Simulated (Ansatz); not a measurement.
Method: PBE+U (U_eff = 6 eV on X's open shell), scalar-relativistic; collinear spin; PAW, 420 eV, Γ-centred 8×8×8 mesh, 0.05 eV Gaussian smearing; code Ansatz; PAW files: Ansatz's generated set soft_2.

A crystal of composition XMn3, relaxed at this level of theory, gives this pattern between 10° and 80°.

Cu Kα1 powder pattern (kinematic, no thermal factors).
2θ (°) (relative intensity): 21.14 (27), 30.07 (23), 37.05 (100), 43.05 (49), 48.43 (13), 53.40 (10), 62.51 (30), 66.78 (7), 70.91 (4), 74.95 (34), 78.91 (10)

Problem. Which lattice and cell does the pattern come from?

Solution. Cubic, space group Pm-3m (No. 221), a = 4.199 Å, b = 4.199 Å, c = 4.199 Å, α = 90.00°, β = 90.00°, γ = 90.00°. The line positions fix the lattice at most, not the space group, and lines under 1 % of the strongest aren't listed; this is the group of the computed cell.

The calculation on XMn3, where X is one element, gave:

| Item | Value |
| --- | --- |
| Band gap | zero (metallic) |
| Density of states at the Fermi level | 1.3 states/(eV·atom) |
| Magnetic state | ferrimagnetic |
| Site spin moments | X 6.84; Mn -3.54 μB |
| Spin moment of the cell | -3.61 μB |
| Bader charges | X 0.63; Mn -0.21 e |
| f electrons (orthogonalised atomic orbitals) | X 6.87 |
| Bulk modulus (Birch–Murnaghan) | 56 GPa |

Sites: X on 1a, Mn on 3c.

Problem. Which element is X?
A. Gd
B. Tb
C. Eu
D. Sm

Solution. C. X is Eu, so the compound is EuMn3.

The start was a prototype's sites filled with these elements, not a measured cell.

Open d and f shells can converge to several self-consistent states; this is the one that the run reached. Scalar-relativistic only: spin–orbit splittings of the heavy atoms' levels are missing. Site moments are of spin, integrated over atomic spheres. A U of this size is made for insulators; in a metal, as here, it tends to take f weight out of the bonding and to swell the cell.
